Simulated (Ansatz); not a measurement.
## Structure relaxation, Ti

The start is a relaxed Ti cell, doubled along one cell vector, shaken by Gaussian noise of σ = 0.08 Å a coordinate. The structure is fully relaxed (lattice and positions, P = 0) with r2SCAN (plane waves to 500 eV, PAW, scalar-relativistic; Ansatz, a first-principles code). The first steps use a coarse 14×7×14 k-mesh.

Input geometry:
```
Ti
1.0
   -1.62647     1.62647     1.62647
    3.25294    -3.25294     3.25294
    1.62647     1.62647    -1.62647
Ti
2
Direct
  0.00335   0.98659   0.95156
  0.01148   0.51509   0.05965
```

* **Largest initial force**: 0.48 eV/Å, on Ti1, Ti2 (atoms numbered as listed)
* **Volume change**: +0.5 %, from 17.21 to 17.30 Å³/atom
* **Shortest distances (start → end)**: The closest pairs of elements (up to four, under 3.6 Å), start → end: Ti–Ti 2.66 → 2.87 Å
* **Optimiser moves**: 8

Final values are on a 18×18×10 k-mesh of the relaxed cell. No spin polarisation in the result.

The run could not lose the symmetry of its start.
